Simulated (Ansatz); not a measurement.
Au:
```
Au
1.0
    0.00000     2.07869     2.07869
    2.07869     0.00000     2.07869
    2.07869     2.07869     0.00000
Au
1
Direct
  0.00000   0.00000   0.00000
```

Relaxed with PBE. Special points in fractions of this cell's reciprocal vectors: Γ (0.000, 0.000, 0.000); X (0.500, 0.000, 0.500); U (0.625, 0.250, 0.625); K (0.375, 0.375, 0.750); L (0.500, 0.500, 0.500); W (0.500, 0.250, 0.750).

**Question.** List the band energies nearest the Fermi level at these points for DFT-PBE in the program Ansatz with PAW potentials.

**Answer.** In eV from the Fermi level; about four levels below and three above (degenerate sets whole), none deeper than 8.9 eV; … stands for higher levels left out; points with the same levels are listed once.

```json
[
 {"k": "Γ", "below": "-4.54 -4.54 -4.54 -3.15 -3.15", "above": "14.43 …"},
 {"k": "X", "below": "-6.43 -2.09 -1.76 -1.76", "above": "1.04 5.24 …"},
 {"k": "U", "below": "-5.57 -3.73 -2.88 -2.16", "above": "3.55 4.42 …"},
 {"k": "L", "below": "-4.57 -4.57 -2.05 -2.05 -0.85", "above": "2.68 …"},
 {"k": "W", "below": "-4.95 -4.95 -3.28 -1.76", "above": "4.32 …"}
]
```

Space group Fm-3m (fcc (Cu type)). Symmetry was held in the PBE relaxation. Scalar-relativistic: spin–orbit coupling is off unless named, which matters more the heavier the elements.

Potentials: the earlier of the program's two PAW sets.
